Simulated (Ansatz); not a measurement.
Relaxed-ion elastic tensor of AlRh (CsCl type, Pm-3m) in GPa (Voigt order), r²SCAN in the plane-wave PAW code Ansatz; density 8.17 g/cm³, 13.19 Å³ per atom.

```
     1    2    3    4    5    6
-  ---  ---  ---  ---  ---  ---
1  343  151  151  0.0  0.0  0.0
2  151  343  151  0.0  0.0  0.0
3  151  151  343  0.0  0.0  0.0
4  0.0  0.0  0.0  122  0.0  0.0
5  0.0  0.0  0.0  0.0  122  0.0
6  0.0  0.0  0.0  0.0  0.0  122
```

Q: Is the crystal mechanically stable?

A: Yes: the smallest eigenvalue of C is 122 GPa.

Q: Work out the Voigt, Reuss and Hill averages.

A: K_V = 215, K_R = 215, K_H = 215; G_V = 112, G_R = 110, G_H = 111 GPa.

Q: Give Young's modulus, Poisson's ratio, Pugh's ratio and the universal anisotropy index.

A: E = 9KG/(3K + G) = 284 GPa; ν = 0.28; K/G = 1.93 (ductile by the Pugh limit of 1.75); A_U = 5G_V/G_R + K_V/K_R − 6 = 0.07.

Q: Estimate the sound speeds and the Debye temperature.

A: v_l = √((K + 4G/3)/ρ) = 6660 m/s, v_t = √(G/ρ) = 3680 m/s, mean 4100 m/s; Θ = (h/k)(3n/4πV)^(1/3) v_m = 517 K.

Q: Give the Zener ratio and Young's modulus along [100], [110] and [111].

A: A = 2C44/(C11 − C12) = 1.27; 1/E = S11 − 2(S11 − S12 − S44/2)Γ with Γ = 0, 1/4, 1/3 gives 251, 291, 308 GPa.

A made-up cell: these elements were put on the sites of a structure type; the Crystallography Open Database copy checked does not list it. Whether it is the stable phase at ambient conditions was not checked. The r²SCAN relaxation kept the symmetry of its start; whether a distortion lowers the energy is not shown. The run is not spin-polarised. As this level gives no gap, shear constants depend on the k-mesh and smearing (Fermi–Dirac, 0.1 eV here).

Potentials: the earlier of the program's two PAW sets.
